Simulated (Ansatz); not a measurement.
## Two states of Sr2CoHgO6

```yaml
crystal:
  lattice:
    - [0.00000, 5.62897, 0.00000]
    - [5.62897, 0.00000, 0.00000]
    - [2.81448, 2.81448, -4.03886]
  atoms:
    - { symbol: Hg, position: [0.50000, 0.50000, 0.00000] }
    - { symbol: O, position: [0.25700, 0.25700, 0.48600] }
    - { symbol: O, position: [0.74300, 0.74300, 0.51400] }
    - { symbol: O, position: [0.22380, 0.29340, 0.00000] }
    - { symbol: O, position: [0.29340, 0.77620, 0.00000] }
    - { symbol: O, position: [0.77620, 0.70660, 0.00000] }
    - { symbol: O, position: [0.70660, 0.22380, 0.00000] }
    - { symbol: Sr, position: [0.75000, 0.25000, 0.50000] }
    - { symbol: Sr, position: [0.25000, 0.75000, 0.50000] }
    - { symbol: Co, position: [0.00000, 0.00000, 0.00000] }
```

The numbers come from plane-wave PAW DFT (Ansatz): PBE, 420 eV, 5×5×5 Γ-centred k points, fermi-dirac occupations (width 0.1 eV). Nothing was relaxed.

State A: Co10 up (collinear spin). State B: no moments (no spin polarisation).

Q: Which state is lower, and how do they differ?

A: State A is lower by 64.5 meV an atom at zero smearing; in free energy at this smearing B lies +57.2 meV an atom from A.

| state | free energy (meV/atom) | largest moment in a small sphere (μB) | net moment (μB/cell) | gap on mesh (eV) | pressure (GPa) | largest force (eV/Å) |
| --- | --- | --- | --- | --- | --- | --- |
| A | 0.0 | 2.42 | 3.05 | metal | 7.8 | 3.50 |
| B | 57.2 | 0.00 | 0.00 | metal | 6.3 | 3.95 |

Origin: a known structure type with other elements, at an estimated volume, so it need not be a known compound. Caveats: semilocal functionals often miss the gap of such magnets; the k mesh is coarse if the cell is a metal; atoms or cell far from equilibrium; odd electron count without spin polarisation, so a magnetic state may lie lower.
